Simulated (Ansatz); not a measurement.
Single point in Ansatz 0.2.0 with PBE, no spin polarisation. Cutoff 420 eV, PAW datasets, 5×5×4 (shifted by 0, 0.5, 0.5 steps) k mesh, gaussian filling (width 0.0173 eV).

Computed maps in the lattice plane spanned by a (left to right, 4.85 Å, 15 points from zero) and b (bottom to top, 4.89 Å, 15 points from zero), 119° apart, at height 0.737 along c. The fields are smooth PAW ones with compensation charges, not the true ones near nuclei.

Valence density. Digits on a logarithmic scale: 0 up to 0.03 e/Å³, each further digit a factor of 1.6, 9 from 1.3 e/Å³ up:
```
347999963457764
469999852234443
479999631122333
479996310133333
467753113455433
234320136898532
111000369999531
000002699998520
321014799996322
642114799974346
863114677644689
963113455446999
952123444469999
742356654479999
434689864479997
```

ELF. Ten even steps from '0' (0.00) to '9' (0.84):
```
017988950157751
059758930022100
189789710000000
289998300000000
268873001455200
034410037999510
000000389999610
000002798599400
220004997796001
762005999961037
982003677510599
981000122116989
950000011149858
710145531179779
102799850179997
```

Problem. The cell is ZnBF6. Which atoms lie within 0.2 Å of this plane, and where (fractions of a and b)?

Solution. F at (0.25, 0.85), F at (0.58, 0.44), F at (0.86, 0.12). The whole cell:
```
CELL_PARAMETERS angstrom
4.84573 0.00000 0.00000
-2.35493 4.28715 0.00000
0.06407 -2.55672 4.57836
ATOMIC_POSITIONS crystal
F 0.25080 0.85370 0.73670
F 0.74920 0.14630 0.26330
F 0.57580 0.43990 0.72320
F 0.42420 0.56010 0.27680
F 0.86440 0.12430 0.73760
F 0.13560 0.87570 0.26240
Zn 0.00000 0.00000 0.00000
B 0.50000 0.00000 0.50000
```

Origin: a known structure type with other elements, at an estimated volume, so it need not be a known compound. Caveats: many states at the Fermi level without spin polarisation, so a magnetic state may lie lower; the k mesh is coarse if the cell is a metal; atoms or cell far from equilibrium.
